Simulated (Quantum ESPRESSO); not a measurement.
Parts of the isotropic shielding in SiO2, by PBE GIPAW on JTH datasets (Quantum ESPRESSO, modified build), 22.5 Ha, k-mesh 3×3×2 shifted:

```yaml
crystal:
  lattice:
    - [4.99265, 0.00000, 0.00000]
    - [0.00000, 4.99265, 0.00000]
    - [0.00000, 0.00000, 6.93393]
  atoms:
    - { symbol: Si, position: [0.70433, 0.70433, 0.50000] }
    - { symbol: Si, position: [0.79567, 0.20433, 0.75000] }
    - { symbol: Si, position: [0.29567, 0.29567, 0.00000] }
    - { symbol: Si, position: [0.20433, 0.79567, 0.25000] }
    - { symbol: O, position: [0.89357, 0.76139, 0.32011] }
    - { symbol: O, position: [0.73861, 0.39357, 0.57011] }
    - { symbol: O, position: [0.10643, 0.23861, 0.82011] }
    - { symbol: O, position: [0.26139, 0.60643, 0.07011] }
    - { symbol: O, position: [0.39357, 0.73861, 0.42989] }
    - { symbol: O, position: [0.23861, 0.10643, 0.17989] }
    - { symbol: O, position: [0.60643, 0.26139, 0.92989] }
    - { symbol: O, position: [0.76139, 0.89357, 0.67989] }
```
The cell was made here from a computed Materials Project entry: Si1 and its equivalents moved by 0.04 Å along (0.71, 0.71, 0.00), space group kept. The parent is SiO2 in P4₁2₁2. Stability against distortions was not tested.

The core term is that of the free atom's frozen core; the paramagnetic column sums the reconstruction terms. These are absolute shieldings with no macroscopic susceptibility term; δ = σ_ref − σ needs a reference computed alike. By our sweeps, such settings leave a few ppm in absolute σ. The datasets of Si hold no d projectors, which limits absolute σ on these atoms. The structure is static (0 K, no zero-point motion).

| site | core | bare (smooth current) | diamagnetic correction | paramagnetic corrections | σ_iso (ppm) |
|---|---|---|---|---|---|
| Si (atoms 1, 2, 3, 4) | 837.8 | -23.6 | 3.0 | (withheld) | (withheld) |
| O (atoms 5, 6, 7, 8, 9, 10, …) | 271.1 | 63.8 | 27.2 | (withheld) | (withheld) |

Problem. Some entries are withheld; supply them.

Solution. 
- Si (atoms 1, 2, 3, 4), paramagnetic corrections: -379.2
- Si (atoms 1, 2, 3, 4), σ_iso (ppm): 438.0
- O (atoms 5, 6, 7, 8, 9, 10, …), paramagnetic corrections: -145.3
- O (atoms 5, 6, 7, 8, 9, 10, …), σ_iso (ppm): 216.7
